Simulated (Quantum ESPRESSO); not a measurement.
# In3MgP3S: input and log of a self-consistent run

A calculation, not a measurement. The program is pw.x of Quantum ESPRESSO 7.5 (plane-wave density functional theory). The cell is made up: 8 atoms on a zincblende/diamond lattice, with randomly drawn elements, strain and displacements, not relaxed. PseudoDojo standard norm-conserving files (v0.5 for PBE, v0.4.1 for LDA and PBEsol) set the functional; there is no spin polarisation, spin-orbit coupling or dispersion term, and the masses in the input are unused placeholders.

Input:

```
&control calculation='scf', pseudo_dir='./dojo.nc.sr.pbe.v0_5.standard.upf', outdir='./o', disk_io='medium', tprnfor=.true., tstress=.true. /
&system ibrav=0, nat=8, ntyp=4, nbnd=41, ecutwfc=84.00895049, nosym=.true., tot_charge=0,
 occupations='smearing', smearing='fd', degauss=0.0018374661
/
&electrons conv_thr=7.350e-09, electron_maxstep=60, /
ATOMIC_SPECIES
In 1.0 In.upf
Mg 1.0 Mg.upf
P 1.0 P.upf
S 1.0 S.upf
CELL_PARAMETERS angstrom
5.9544 0.0 0.0
0.0 5.9544 0.0
0.0 0.0 5.9544
ATOMIC_POSITIONS angstrom
In 0.0066 -0.0583 -0.003
Mg -0.0689 2.9565 2.992
In 3.0124 -0.0314 3.0095
In 2.9807 2.9528 0.0178
P 1.5479 1.4449 1.5643
P 1.443 4.3929 4.455
S 4.4277 1.4839 4.4599
P 4.4637 4.5091 1.4501
K_POINTS automatic
4 4 4 1 1 1
```

The log is shortened where brackets say so; the opening notice, blank lines, dates and the lines on written files are dropped, and the path of the files is cut. It prints rydbergs, bohrs and kilobars, and counts compression as positive stress.

```
     Program PWSCF v.7.5
     Parallel version (MPI & OpenMP), running on       1 processor cores
     Number of MPI processes:                 1
     Threads/MPI process:                     1
     [start-up lines left out]
     bravais-lattice index     =            0
     lattice parameter (alat)  =      11.2522  a.u.
     unit-cell volume          =    1424.6580 (a.u.)^3
     number of atoms/cell      =            8
     number of atomic types    =            4
     number of electrons       =        70.00
     number of Kohn-Sham states=           41
     kinetic-energy cutoff     =      84.0090  Ry
     charge density cutoff     =     336.0358  Ry
     scf convergence threshold =      7.3E-09
     mixing beta               =       0.7000
     number of iterations used =            8  plain     mixing
     Exchange-correlation= PBE
                           (   1   4   3   4   0   0   0)
     [axes and pseudopotential details left out]
   Cartesian axes
     site n.     atom                  positions (alat units)
         1        In     tau(   1) = (   0.0011084  -0.0097911  -0.0005038  )
         2        Mg     tau(   2) = (  -0.0115713   0.4965236   0.5024856  )
         3        In     tau(   3) = (   0.5059116  -0.0052734   0.5054246  )
         4        In     tau(   4) = (   0.5005878   0.4959022   0.0029894  )
         5        P      tau(   5) = (   0.2599590   0.2426609   0.2627133  )
         6        P      tau(   6) = (   0.2423418   0.7377570   0.7481862  )
         7        S      tau(   7) = (   0.7436014   0.2492107   0.7490091  )
         8        P      tau(   8) = (   0.7496473   0.7572719   0.2435342  )
     number of k points=    32  Fermi-Dirac smearing, width (Ry)=  0.0018
                       cart. coord. in units 2pi/alat
        k(    1) = (   0.1250000   0.1250000   0.1250000), wk =   0.0625000
        k(    2) = (   0.1250000   0.1250000   0.3750000), wk =   0.0625000
     [further k points left out]
     Dense  grid:   148381 G-vectors     FFT dimensions: (  72,  72,  72)
     Estimated max dynamical RAM per process >     203.01 MB
     Initial potential from superposition of free atoms
     starting charge      69.9871, renormalised to      70.0000
     Starting wfcs are   48 randomized atomic wfcs
     total cpu time spent up to now is       11.8 secs
     per-process dynamical memory:   152.7 Mb
     Self-consistent Calculation
     iteration #  1     ecut=    84.01 Ry     beta= 0.70
     Davidson diagonalization with overlap
     ethr =  1.00E-02,  avg # of iterations =  4.0
     Threshold (ethr) on eigenvalues was too large:
     Diagonalizing with lowered threshold
     Davidson diagonalization with overlap
     ethr =  7.17E-04,  avg # of iterations =  2.0
     total cpu time spent up to now is       67.8 secs
     total energy              =    -581.11220598 Ry
     estimated scf accuracy    <       0.50115437 Ry
     iteration #  2     ecut=    84.01 Ry     beta= 0.70
     Davidson diagonalization with overlap
     ethr =  7.16E-04,  avg # of iterations =  3.2
     total cpu time spent up to now is      104.3 secs
     total energy              =    -581.24859890 Ry
     estimated scf accuracy    <       0.21971264 Ry
     iteration #  3     ecut=    84.01 Ry     beta= 0.70
     Davidson diagonalization with overlap
     ethr =  3.14E-04,  avg # of iterations =  2.3
     total cpu time spent up to now is      137.3 secs
     total energy              =    -581.29129599 Ry
     estimated scf accuracy    <       0.01167101 Ry
     iteration #  4     ecut=    84.01 Ry     beta= 0.70
     Davidson diagonalization with overlap
     c_bands:  1 eigenvalues not converged
     ethr =  1.67E-05,  avg # of iterations = 11.2
     total cpu time spent up to now is      194.4 secs
     total energy              =    -581.29493339 Ry
     estimated scf accuracy    <       0.00233671 Ry
     iteration #  5     ecut=    84.01 Ry     beta= 0.70
     Davidson diagonalization with overlap
     ethr =  3.34E-06,  avg # of iterations =  5.7
     total cpu time spent up to now is      238.5 secs
     total energy              =    -581.29535869 Ry
     estimated scf accuracy    <       0.00025983 Ry
     iteration #  6     ecut=    84.01 Ry     beta= 0.70
     Davidson diagonalization with overlap
     ethr =  3.71E-07,  avg # of iterations =  2.4
     total cpu time spent up to now is      275.4 secs
     total energy              =    -581.29538765 Ry
     estimated scf accuracy    <       0.00003897 Ry
     iteration #  7     ecut=    84.01 Ry     beta= 0.70
     Davidson diagonalization with overlap
     ethr =  5.57E-08,  avg # of iterations =  3.5
     total cpu time spent up to now is      315.7 secs
     total energy              =    -581.29539686 Ry
     estimated scf accuracy    <       0.00000153 Ry
     iteration #  8     ecut=    84.01 Ry     beta= 0.70
     Davidson diagonalization with overlap
     ethr =  2.19E-09,  avg # of iterations =  5.0
     total cpu time spent up to now is      359.8 secs
     total energy              =    -581.29539799 Ry
     estimated scf accuracy    <       0.00000032 Ry
     iteration #  9     ecut=    84.01 Ry     beta= 0.70
     Davidson diagonalization with overlap
     ethr =  4.60E-10,  avg # of iterations =  2.3
     total cpu time spent up to now is      385.8 secs
     total energy              =    -581.29539807 Ry
     estimated scf accuracy    <       0.00000005 Ry
     iteration # 10     ecut=    84.01 Ry     beta= 0.70
     Davidson diagonalization with overlap
     ethr =  6.60E-11,  avg # of iterations =  2.9
     total cpu time spent up to now is      420.0 secs
     End of self-consistent calculation
     [lines on levels left out]
!    total energy              =    -581.29539808 Ry
     estimated scf accuracy    <          4.9E-09 Ry
     smearing contrib. (-TS)   =      -0.00000000 Ry
     internal energy E=F+TS    =    -581.29539808 Ry
     The total energy is F=E-TS. E is the sum of the following terms:
     one-electron contribution =    -265.68283407 Ry
     hartree contribution      =     166.55164478 Ry
     xc contribution           =    -154.68001598 Ry
     ewald contribution        =    -327.48419281 Ry
     convergence has been achieved in  10 iterations
     Forces acting on atoms (cartesian axes, Ry/au):
     atom    1 type  1   force =     0.03218760    0.00531918    0.01657917
     atom    2 type  2   force =     0.01196409    0.00324574   -0.01760133
     atom    3 type  1   force =    -0.02876745   -0.02644735   -0.01299380
     atom    4 type  1   force =    -0.02711483    0.01728173    0.02205120
     atom    5 type  3   force =    -0.02536969    0.01648081   -0.01341962
     atom    6 type  3   force =     0.00943957    0.00332866   -0.01000212
     atom    7 type  4   force =     0.02135592    0.00487793    0.00018692
     atom    8 type  3   force =     0.00630480   -0.02408669    0.01519958
     Total force =     0.087436     Total SCF correction =     0.000244
     Computing stress (Cartesian axis) and pressure
          total   stress  (Ry/bohr**3)                   (kbar)     P=       -5.40
  -0.00003809  -0.00002162   0.00000167           -5.60       -3.18        0.25
  -0.00002162  -0.00003270   0.00002137           -3.18       -4.81        3.14
   0.00000167   0.00002137  -0.00003943            0.25        3.14       -5.80
     init_run     :     11.34s CPU     11.77s WALL (       1 calls)
     electrons    :    380.70s CPU    408.16s WALL (       1 calls)
     forces       :      5.79s CPU      5.87s WALL (       1 calls)
     stress       :     19.30s CPU     19.44s WALL (       1 calls)
     [timing details left out]
     PWSCF        :   6m57.33s CPU   7m25.65s WALL
     JOB DONE.
```

In other units: free energy -7908.927 eV for the cell, pressure -0.54 GPa, largest force component 0.828 eV/Å. A rerun of this cell at 1437 eV and a 6 x 6 x 6 mesh moved values by no more than 0.006 eV in energy, 0.02 GPa in stress and 0.010 eV/Å in force.